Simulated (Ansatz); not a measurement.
## Does relaxation matter for the field gradients of CaO with Sb replacing O?

Start: a supercell of CaO (rock salt type, Fm-3m) built from a structure deposited in the COD, with all atoms left at the host's positions.

Space group Fm-3m (No. 225); a = 14.4390 Å.

```
site  Wyckoff  site symmetry       x       y       z
 Ca1      32f            .3m  0.3333  0.8333  0.8333
 Ca2      24e           4m.m  0.5000  0.0000  0.8333
 Ca6      48h           m.m2  0.8333  0.1667  0.0000
Ca27       4a           m-3m  0.0000  0.5000  0.5000
  Sb       4b           m-3m  0.5000  0.0000  0.0000
 O29      48i           m.m2  0.6667  0.1667  0.0000
 O32      32f            .3m  0.8333  0.1667  0.1667
 O42      24e           4m.m  0.0000  0.5000  0.3333
```

One atom of each set is listed; the run and its k-mesh use a cell of 54 atoms with edges of 10.21, 10.21, 10.21 Å.

Level of theory: DFT, PBE, plane waves and PAW, scalar-relativistic, 420 eV cutoff, Γ-centred 2×2×2 k-points, Fermi–Dirac smearing 0.01 eV, cell charge -1 (Ansatz 0.2.0).

The largest force at the start is 5.8 eV/Å. Relaxing the ions at fixed cell moves them by 0.257 Å at most (atom 5, Ca) and 0.102 Å rms.

| site | moved (Å) | first shell before | first shell after | V_zz before (10²¹ V/m²) | η before |
| --- | --- | --- | --- | --- | --- |
| Ca1 | 0.022 | 6 O at 2.41 Å | 6 O at 2.40–2.42 Å | -0.069 | 0.00 |
| Ca2 | 0.257 | 5 O at 2.41 Å, 1 Sb at 2.41 Å | 1 O at 2.22 Å, 1 Sb at 2.66 Å; also 4 O at 2.49 Å | -3.54 | 0.00 |
| Ca6 | 0.010 | 6 O at 2.41 Å | 6 O at 2.33–2.41 Å | 0.23 | 0.24 |
| Sb | 0.000 | 6 Ca at 2.41 Å | 6 Ca at 2.66 Å | 0.00 | – |
| O29 | 0.104 | 6 Ca at 2.41 Å | 6 Ca at 2.33–2.49 Å | -0.36 | 0.96 |
| O32 | 0.007 | 6 Ca at 2.41 Å | 6 Ca at 2.40–2.42 Å | 0.090 | 0.00 |
| O42 | 0.075 | 6 Ca at 2.41 Å | 6 Ca at 2.22–2.41 Å | -0.29 | 0.00 |

(1) What are V_zz and η after the relaxation?

Results:

(1) 

| site | V_zz after | η after | change of V_zz |
| --- | --- | --- | --- |
| Ca1 | 0.46 | 0.00 | +0.53 |
| Ca2 | -5.87 | 0.00 | -2.33 |
| Ca6 | -1.30 | 0.28 | – |
| Sb | 0.00 | – | 0.00 |
| O29 | -1.46 | 0.40 | -1.10 |
| O32 | 0.089 | 0.00 | 0.00 |
| O42 | -1.63 | 0.00 | -1.34 |

The largest change of V_zz along a kept axis is on Ca2, from -3.54 to -5.87. Small gradients that grow severalfold: O29 (-0.36 to -1.46), O42 (-0.29 to -1.63), Ca6 (0.23 to -1.30). In per cent, |V_zz| changes by +66 on Ca (all sites that start above 0.5). On O29 V_xx and V_yy change places (or their axes turn by over 50°), so the two values of η hide a larger change. V_zz changes sign on Ca1 (same axis). On Ca6 the largest principal value lies along another axis in the second run, so the two V_zz can't be compared directly. Other sites without a gradient aren't listed.

The defect repeats with the cell of 54 atoms, so it feels its images: sites between two images don't show the values beside a lone defect, and zeros or small values of η there can come from the images' arrangement. A uniform background compensates the cell's charge. Without spin–orbit coupling (the program notes it for Sb) the gradients are little affected as a rule: paired runs on crystals with a gap mostly move them by under 2 % at such atoms.
Before: The cell keeps the host's lattice, where the PBE pressure is 7 GPa (in a charged cell this depends on the convention for the mean potential). The neighbours have not yet relaxed around the defect (largest force 5.8 eV/Å), so the values at and beside it are those of a strained start, not of the defect in a real crystal.
After: The relaxation keeps the site symmetry m-3m of the start, so the impurity can't leave its site; a start off the site could end lower. The cell keeps the host's lattice, where the PBE pressure is 5 GPa (in a charged cell this depends on the convention for the mean potential).
